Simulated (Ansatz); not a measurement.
Input, command and steps of an Ansatz relaxation.

```yaml
crystal:
  lattice:
    - [-5.2773513497, -5.2773513497, 0.0]
    - [0.0, -5.2773513497, 5.2773513497]
    - [-5.2773513497, 0.0, 5.2773513497]
  atoms:
    - { symbol: Cu, position: [0.666473391, 0.0079406379, -0.0051842609] }
    - { symbol: Cu, position: [0.3333333333, 0.0, 0.0] }
    - { symbol: Cu, position: [0.0, 0.0, 0.0] }
    - { symbol: Cu, position: [0.6719084011, 0.3294585082, -0.0053000259] }
    - { symbol: Cu, position: [0.3263801653, 0.3541021682, -0.0055071293] }
    - { symbol: Cu, position: [0.0, 0.3333333333, 0.0] }
    - { symbol: Cu, position: [0.6666666667, 0.6666666667, 0.0] }
    - { symbol: Cu, position: [0.3333333333, 0.6666666667, 0.0] }
    - { symbol: Cu, position: [0.0, 0.6666666667, 0.0] }
    - { symbol: Cu, position: [0.6510539855, 0.022409533, 0.3162953244] }
    - { symbol: Cu, position: [0.3334669427, -0.0116452418, 0.3345884864] }
    - { symbol: Cu, position: [0.0, 0.0, 0.3333333333] }
    - { symbol: Cu, position: [0.6666666667, 0.3333333333, 0.3333333333] }
    - { symbol: Cu, position: [0.3474444696, 0.3106594603, 0.3385584381] }
    - { symbol: Cu, position: [0.0, 0.3333333333, 0.3333333333] }
    - { symbol: Cu, position: [0.6666666667, 0.6666666667, 0.3333333333] }
    - { symbol: Cu, position: [0.3333333333, 0.6666666667, 0.3333333333] }
    - { symbol: Cu, position: [1.0, 0.6666666667, 0.3333333333] }
    - { symbol: Cu, position: [0.6666666667, 0.0, 0.6666666667] }
    - { symbol: Cu, position: [0.3333333333, 0.0, 0.6666666667] }
    - { symbol: Cu, position: [0.0, 0.0, 0.6666666667] }
    - { symbol: Cu, position: [0.6666666667, 0.3333333333, 0.6666666667] }
    - { symbol: Cu, position: [0.3333333333, 0.3333333333, 0.6666666667] }
    - { symbol: Cu, position: [1.0, 0.3333333333, 0.6666666667] }
    - { symbol: Cu, position: [0.6666666667, 0.6666666667, 0.6666666667] }
    - { symbol: Cu, position: [0.3333333333, 0.6666666667, 0.6666666667] }
    - { symbol: Cu, position: [0.0, 0.6666666667, 0.6666666667] }
    - { symbol: Cu, position: [0.4961222676, 0.1567898123, 0.1822494777] }
basis:
  ecutwfc: 420
  xc_grid: 2
kpoints:
  mp_grid: { grid: [4, 4, 4], shift: [0.0, 0.0, 0.0] }
hamiltonian:
  xc: lda
scf:
  occupations: { method: gaussian, width: 0.1 }
output:
  forces: true
  stress: false
  eigenvalues: true
  write_density: true
  write_potential: true
  elf: true
  volumetric_format: npy
relax:
  adjacent_minimum: "off"
  f_tol: 0.025
  max_steps: 45
```

```bash
ansatz run input.yaml --threads 4 --pin off --max-ram 8192MiB --backend cpu --events-out ev --progress --plain --runs-dir out
```

All numbers below come from Ansatz, DFT LDA, scalar-relativistic, plane waves, PAW.

The cell holds a point defect: Cu interstitial, neutral.

Of 7 frames 7 are shown, positions in Å and forces in eV/Å; the SCF threshold varies from step to step.

```xyz
28
Lattice="-5.2774 -5.2774 0.0000 0.0000 -5.2774 5.2774 -5.2774 0.0000 5.2774" Properties=species:S:1:pos:R:3:forces:R:3 pbc="T T T" step=1 free_energy_over_end_meV_per_atom=591.83
Cu   -3.4899   -3.5591    0.0145    0.8472   -0.4682  -13.2223
Cu   -1.7591   -1.7591    0.0000    0.1181   -0.0664   -0.0088
Cu    0.0000    0.0000    0.0000   -0.2062   -0.0948   -0.1589
Cu   -3.5179   -5.2846    1.7107    0.7005  -10.6057   -0.0791
Cu   -1.6934   -3.5911    1.8397    7.6199   -0.0407   -0.3991
Cu    0.0000   -1.7591    1.7591   -0.0553   -0.0215   -0.0108
Cu   -3.5182   -7.0365    3.5182    0.0295   -0.0188    0.0264
Cu   -1.7591   -5.2774    3.5182   -0.0890   -0.1821    0.2624
Cu    0.0000   -3.5182    3.5182    0.2447    0.0222    0.2540
Cu   -5.1050   -3.5541    1.7875  -34.2674   -2.0472   -0.8532
Cu   -3.5256   -1.6984    1.7043    0.8281   14.3411   -0.4672
Cu   -1.7591    0.0000    1.7591    0.1371    0.1950   -0.0063
Cu   -5.2774   -5.2774    3.5182   -0.1192   -0.2590    0.1430
Cu   -3.6203   -3.4730    3.4262    0.8501   -0.6316   23.5501
Cu   -1.7591   -1.7591    3.5182   -0.0143    0.0143    0.0207
Cu   -5.2774   -7.0365    5.2774   -0.1260   -0.0536   -0.1098
Cu   -3.5182   -5.2774    5.2774    0.0354    0.2951   -0.2597
Cu   -7.0365   -8.7956    5.2774   -0.0240    0.0053    0.0129
Cu   -7.0365   -3.5182    3.5182    0.0924    0.0092   -0.1587
Cu   -5.2774   -1.7591    3.5182   -0.2776    0.3055    0.0784
Cu   -3.5182    0.0000    3.5182    0.0323   -0.0242   -0.0250
Cu   -7.0365   -5.2774    5.2774    0.2280   -0.1437   -0.1495
Cu   -5.2774   -3.5182    5.2774   -0.0402    0.0074    0.0503
Cu   -8.7956   -7.0365    5.2774    0.0373   -0.1551   -0.0832
Cu   -7.0365   -7.0365    7.0365    0.1390   -0.1867   -0.0068
Cu   -5.2774   -5.2774    7.0365    0.1037   -0.1049   -0.0187
Cu   -3.5182   -3.5182    7.0365    0.0124    0.0003   -0.0049
Cu   -3.5800   -3.4456    1.7892   23.1634   -0.0912   -8.3758
28
Lattice="-5.2774 -5.2774 0.0000 0.0000 -5.2774 5.2774 -5.2774 0.0000 5.2774" Properties=species:S:1:pos:R:3:forces:R:3 pbc="T T T" step=2 free_energy_over_end_meV_per_atom=153.24
Cu   -3.4948   -3.5661   -0.1381    0.1691   -0.1043   -5.5005
Cu   -1.7626   -1.7559   -0.0014   -0.0244   -0.1587    0.1073
Cu   -0.0086   -0.0093   -0.0089   -0.0315    0.0237   -0.0128
Cu   -3.5196   -5.3995    1.7064    0.2027   -4.6635    0.1585
Cu   -1.5716   -3.5917    1.8272    3.5594    0.1618   -0.3636
Cu   -0.0011   -1.7622    1.7588   -0.0848    0.0426   -0.0033
Cu   -3.5131   -7.0353    3.5123    0.0187    0.0582    0.0502
Cu   -1.7551   -5.2809    3.5195   -0.1776   -0.0345    0.0838
Cu    0.0175   -3.5187    3.5242    0.0974    0.0250    0.2315
Cu   -5.2977   -3.5678    1.8002  -13.0870   -0.6732   -0.2737
Cu   -3.5248   -1.5421    1.7099    0.2658    5.7867    0.0010
Cu   -1.7523    0.0146    1.7560    0.1608    0.0459   -0.0052
Cu   -5.2867   -5.2941    3.5297    0.0385   -0.1094   -0.0110
Cu   -3.6214   -3.4842    3.6122    0.4172   -0.4606    9.0134
Cu   -1.7564   -1.7633    3.5170   -0.1262   -0.0989   -0.0995
Cu   -5.2754   -7.0366    5.2740    0.0376   -0.1564    0.0390
Cu   -3.5153   -5.2526    5.2623    0.0230    0.1199   -0.2631
Cu   -7.0332   -8.7942    5.2759    0.0511    0.0137   -0.0531
Cu   -7.0323   -3.5188    3.5087    0.1189    0.0185   -0.0252
Cu   -5.2872   -1.7499    3.5288   -0.0630    0.1109   -0.1014
Cu   -3.5126   -0.0025    3.5130    0.0203   -0.1106    0.0563
Cu   -7.0290   -5.2893    5.2692    0.0671   -0.0184    0.0090
Cu   -5.2874   -3.5174    5.2891   -0.1485    0.0159    0.0123
Cu   -8.7936   -7.0463    5.2794    0.0238   -0.0166   -0.0976
Cu   -7.0271   -7.0480    7.0342    0.1491   -0.0639   -0.0035
Cu   -5.2685   -5.2770    7.0347   -0.0296   -0.1514   -0.0084
Cu   -3.5154   -3.5171    7.0352    0.0010    0.0006    0.0022
Cu   -3.5443   -3.4373    1.7803    8.3509    0.3972   -2.9423
28
Lattice="-5.2774 -5.2774 0.0000 0.0000 -5.2774 5.2774 -5.2774 0.0000 5.2774" Properties=species:S:1:pos:R:3:forces:R:3 pbc="T T T" step=3 free_energy_over_end_meV_per_atom=11.60
Cu   -3.5115   -3.5465   -0.2894    0.0661   -0.0023   -1.1448
Cu   -1.7737   -1.7730    0.0125    0.0135   -0.0201    0.0061
Cu    0.0000   -0.0057   -0.0034   -0.0095   -0.0084   -0.0136
Cu   -3.5207   -5.4945    1.7435    0.0842   -0.9614    0.0654
Cu   -1.4618   -3.5483    1.7718    0.6685    0.0553   -0.0817
Cu    0.0017   -1.7510    1.7550   -0.0102    0.0224    0.0038
Cu   -3.5115   -7.0276    3.5115    0.0001    0.0299    0.0112
Cu   -1.7605   -5.2762    3.5090   -0.0045   -0.0402    0.0450
Cu   -0.0004   -3.5171    3.5298   -0.0303   -0.0025    0.0414
Cu   -5.4970   -3.5540    1.7909   -2.9575   -0.1158   -0.1458
Cu   -3.5125   -1.3829    1.7480    0.0850    1.1996    0.0186
Cu   -1.7287    0.0076    1.7592    0.0585   -0.0451   -0.0051
Cu   -5.2824   -5.3028    3.5288   -0.0077   -0.0188    0.0077
Cu   -3.5511   -3.5402    3.7635    0.2168   -0.0851    1.9639
Cu   -1.7726   -1.7842    3.5038   -0.0126    0.0013   -0.0029
Cu   -5.2588   -7.0585    5.2938    0.0053   -0.0229    0.0016
Cu   -3.5105   -5.2699    5.2464   -0.0135   -0.0388   -0.0536
Cu   -7.0249   -8.7979    5.2739    0.0314    0.0069   -0.0224
Cu   -7.0228   -3.5194    3.5193    0.0389   -0.0003    0.0440
Cu   -5.2668   -1.7653    3.5140   -0.0149    0.0171   -0.0239
Cu   -3.5120   -0.0135    3.5402    0.0011   -0.0347    0.0592
Cu   -7.0373   -5.2885    5.2798    0.0313   -0.0195   -0.0125
Cu   -5.2891   -3.5202    5.2693   -0.0244    0.0035   -0.0392
Cu   -8.7899   -7.0449    5.2784   -0.0119    0.0220   -0.0304
Cu   -7.0286   -7.0467    7.0359    0.0102    0.0331   -0.0020
Cu   -5.2973   -5.2894    7.0338   -0.0475   -0.0446   -0.0007
Cu   -3.5209   -3.5333    7.0384   -0.0040   -0.0203    0.0039
Cu   -3.5280   -3.4000    1.7519    1.8375    0.0898   -0.6931
28
Lattice="-5.2774 -5.2774 0.0000 0.0000 -5.2774 5.2774 -5.2774 0.0000 5.2774" Properties=species:S:1:pos:R:3:forces:R:3 pbc="T T T" step=4 free_energy_over_end_meV_per_atom=0.11
Cu   -3.5159   -3.5308   -0.3459   -0.0045    0.0079    0.0057
Cu   -1.7717   -1.7807    0.0152    0.0062    0.0073   -0.0069
Cu    0.0062   -0.0048    0.0021   -0.0006    0.0020    0.0034
Cu   -3.5137   -5.5251    1.7595   -0.0050   -0.0071   -0.0062
Cu   -1.4263   -3.5314    1.7561    0.0041    0.0016    0.0067
Cu    0.0111   -1.7491    1.7570    0.0057   -0.0051    0.0035
Cu   -3.5151   -7.0232    3.5088   -0.0035   -0.0005   -0.0040
Cu   -1.7551   -5.2847    3.5163    0.0009   -0.0042    0.0067
Cu   -0.0171   -3.5212    3.5315    0.0006   -0.0061   -0.0003
Cu   -5.6007   -3.5343    1.7636   -0.0054    0.0108   -0.0014
Cu   -3.5130   -1.3343    1.7628   -0.0145   -0.0221   -0.0050
Cu   -1.7150   -0.0175    1.7593    0.0130   -0.0084    0.0018
Cu   -5.2747   -5.2876    3.5197    0.0032    0.0098   -0.0064
Cu   -3.5093   -3.5389    3.8293   -0.0222    0.0281    0.0029
Cu   -1.7704   -1.7808    3.5041    0.0088    0.0096    0.0069
Cu   -5.2573   -7.0601    5.2953   -0.0067    0.0066   -0.0070
Cu   -3.5142   -5.2936    5.2378   -0.0048    0.0013   -0.0115
Cu   -7.0227   -8.8000    5.2669    0.0022   -0.0053   -0.0119
Cu   -7.0167   -3.5220    3.5314    0.0093   -0.0060    0.0049
Cu   -5.2587   -1.7796    3.5042   -0.0052   -0.0023    0.0018
Cu   -3.5154   -0.0238    3.5618   -0.0018    0.0012    0.0011
Cu   -7.0367   -5.2831    5.2803    0.0030   -0.0009   -0.0039
Cu   -5.2827   -3.5227    5.2591    0.0013   -0.0056    0.0048
Cu   -8.7921   -7.0352    5.2840   -0.0025    0.0038    0.0067
Cu   -7.0422   -7.0313    7.0361   -0.0026    0.0087    0.0011
Cu   -5.3170   -5.2985    7.0352    0.0003    0.0063    0.0013
Cu   -3.5190   -3.5536    7.0420    0.0064   -0.0110    0.0010
Cu   -3.5144   -3.3955    1.7361    0.0144   -0.0205    0.0039
28
Lattice="-5.2774 -5.2774 0.0000 0.0000 -5.2774 5.2774 -5.2774 0.0000 5.2774" Properties=species:S:1:pos:R:3:forces:R:3 pbc="T T T" step=5 free_energy_over_end_meV_per_atom=0.11
Cu   -3.5159   -3.5308   -0.3459   -0.0046    0.0079    0.0061
Cu   -1.7717   -1.7807    0.0152    0.0061    0.0072   -0.0068
Cu    0.0062   -0.0048    0.0021   -0.0005    0.0021    0.0036
Cu   -3.5137   -5.5251    1.7595   -0.0051   -0.0066   -0.0061
Cu   -1.4263   -3.5314    1.7561    0.0038    0.0017    0.0066
Cu    0.0111   -1.7491    1.7570    0.0057   -0.0051    0.0035
Cu   -3.5151   -7.0232    3.5088   -0.0035   -0.0004   -0.0040
Cu   -1.7551   -5.2847    3.5163    0.0009   -0.0041    0.0066
Cu   -0.0171   -3.5212    3.5315    0.0006   -0.0061   -0.0003
Cu   -5.6007   -3.5343    1.7636   -0.0051    0.0109   -0.0014
Cu   -3.5130   -1.3343    1.7628   -0.0146   -0.0224   -0.0049
Cu   -1.7150   -0.0175    1.7593    0.0131   -0.0085    0.0019
Cu   -5.2747   -5.2876    3.5197    0.0034    0.0100   -0.0066
Cu   -3.5093   -3.5389    3.8293   -0.0222    0.0282    0.0025
Cu   -1.7704   -1.7808    3.5041    0.0087    0.0095    0.0068
Cu   -5.2573   -7.0601    5.2953   -0.0066    0.0065   -0.0069
Cu   -3.5142   -5.2936    5.2378   -0.0048    0.0012   -0.0116
Cu   -7.0227   -8.8000    5.2669    0.0022   -0.0053   -0.0119
Cu   -7.0167   -3.5220    3.5314    0.0094   -0.0061    0.0050
Cu   -5.2587   -1.7796    3.5042   -0.0050   -0.0025    0.0017
Cu   -3.5154   -0.0238    3.5618   -0.0019    0.0011    0.0012
Cu   -7.0367   -5.2831    5.2803    0.0029   -0.0007   -0.0038
Cu   -5.2827   -3.5227    5.2591    0.0014   -0.0057    0.0047
Cu   -8.7921   -7.0352    5.2840   -0.0026    0.0039    0.0067
Cu   -7.0422   -7.0313    7.0361   -0.0026    0.0088    0.0012
Cu   -5.3170   -5.2985    7.0352    0.0002    0.0062    0.0013
Cu   -3.5190   -3.5536    7.0420    0.0063   -0.0112    0.0010
Cu   -3.5144   -3.3955    1.7361    0.0142   -0.0206    0.0040
28
Lattice="-5.2774 -5.2774 0.0000 0.0000 -5.2774 5.2774 -5.2774 0.0000 5.2774" Properties=species:S:1:pos:R:3:forces:R:3 pbc="T T T" step=6 free_energy_over_end_meV_per_atom=0.01
Cu   -3.5153   -3.5228   -0.3394    0.0008    0.0006    0.0025
Cu   -1.7665   -1.7725    0.0097   -0.0008    0.0003    0.0004
Cu    0.0089    0.0026    0.0046    0.0006    0.0016    0.0010
Cu   -3.5149   -5.5713    1.7583    0.0000   -0.0023    0.0002
Cu   -1.4230   -3.5230    1.7581   -0.0013    0.0008    0.0005
Cu    0.0006   -1.7472    1.7580   -0.0015   -0.0003    0.0002
Cu   -3.5149   -7.0228    3.5199   -0.0001   -0.0006    0.0012
Cu   -1.7605   -5.2755    3.5124   -0.0012    0.0013   -0.0010
Cu   -0.0130   -3.5203    3.5316    0.0006    0.0003   -0.0001
Cu   -5.6048   -3.5232    1.7589    0.0016    0.0008   -0.0009
Cu   -3.5151   -1.3868    1.7587    0.0010   -0.0059   -0.0002
Cu   -1.7290   -0.0165    1.7582   -0.0022    0.0002   -0.0003
Cu   -5.2694   -5.2758    3.5127    0.0015    0.0019   -0.0016
Cu   -3.5147   -3.5236    3.8424   -0.0002    0.0025   -0.0005
Cu   -1.7658   -1.7719    3.5073   -0.0005    0.0003   -0.0005
Cu   -5.2634   -7.0498    5.2871    0.0001    0.0001    0.0006
Cu   -3.5148   -5.2923    5.2499    0.0001    0.0001    0.0012
Cu   -7.0207   -8.7978    5.2627   -0.0002    0.0002   -0.0003
Cu   -7.0171   -3.5204    3.5314   -0.0006    0.0004   -0.0003
Cu   -5.2641   -1.7717    3.5075    0.0001    0.0002   -0.0004
Cu   -3.5148   -0.0187    3.5442   -0.0005    0.0006   -0.0021
Cu   -7.0389   -5.2747    5.2822   -0.0010    0.0014    0.0001
Cu   -5.2862   -3.5204    5.2616   -0.0005    0.0002    0.0011
Cu   -8.7922   -7.0269    5.2734    0.0003    0.0002   -0.0008
Cu   -7.0304   -7.0252    7.0355    0.0013    0.0001   -0.0002
Cu   -5.3009   -5.2944    7.0354    0.0018    0.0006    0.0001
Cu   -3.5154   -3.5358    7.0380    0.0008    0.0018   -0.0007
Cu   -3.5136   -3.4647    1.7493    0.0001   -0.0076    0.0007
28
Lattice="-5.2774 -5.2774 0.0000 0.0000 -5.2774 5.2774 -5.2774 0.0000 5.2774" Properties=species:S:1:pos:R:3:forces:R:3 pbc="T T T" step=7 free_energy_over_end_meV_per_atom=0.00
Cu   -3.5147   -3.5184   -0.3350    0.0014   -0.0010    0.0139
Cu   -1.7637   -1.7676    0.0068   -0.0022   -0.0015    0.0024
Cu    0.0106    0.0070    0.0059    0.0009    0.0002    0.0001
Cu   -3.5155   -5.5993    1.7578    0.0018   -0.0146    0.0028
Cu   -1.4217   -3.5182    1.7589   -0.0136   -0.0001   -0.0021
Cu   -0.0066   -1.7456    1.7582   -0.0073    0.0036   -0.0010
Cu   -3.5147   -7.0225    3.5273    0.0006    0.0012    0.0059
Cu   -1.7637   -5.2700    3.5097   -0.0015    0.0018   -0.0029
Cu   -0.0106   -3.5192    3.5316   -0.0001    0.0030    0.0000
Cu   -5.6063   -3.5173    1.7565    0.0186   -0.0033    0.0007
Cu   -3.5158   -1.4179    1.7565    0.0039    0.0074    0.0022
Cu   -1.7381   -0.0151    1.7575   -0.0005    0.0018   -0.0013
Cu   -5.2665   -5.2695    3.5090    0.0004   -0.0015    0.0005
Cu   -3.5171   -3.5160    3.8496    0.0077   -0.0084   -0.0177
Cu   -1.7637   -1.7670    3.5088   -0.0033   -0.0022   -0.0025
Cu   -5.2666   -7.0441    5.2829    0.0027   -0.0017    0.0031
Cu   -3.5149   -5.2913    5.2579    0.0006   -0.0015    0.0011
Cu   -7.0194   -8.7961    5.2607   -0.0003    0.0026    0.0033
Cu   -7.0178   -3.5190    3.5310   -0.0027    0.0031   -0.0020
Cu   -5.2667   -1.7670    3.5091    0.0022    0.0007   -0.0013
Cu   -3.5145   -0.0152    3.5335   -0.0003   -0.0022    0.0039
Cu   -7.0404   -5.2698    5.2834   -0.0017    0.0007    0.0015
Cu   -5.2884   -3.5187    5.2627   -0.0008    0.0024   -0.0022
Cu   -8.7922   -7.0222    5.2662    0.0005    0.0025   -0.0082
Cu   -7.0227   -7.0221    7.0351    0.0060   -0.0002   -0.0005
Cu   -5.2910   -5.2919    7.0353   -0.0026   -0.0034   -0.0011
Cu   -3.5140   -3.5236    7.0354   -0.0021    0.0051   -0.0008
Cu   -3.5131   -3.5061    1.7571   -0.0082    0.0055    0.0024
```

The run took 21 min on 4 threads of Intel(R) Xeon(R) Processor @ 2.70GHz, on a shared host, peak memory 3.6 GiB.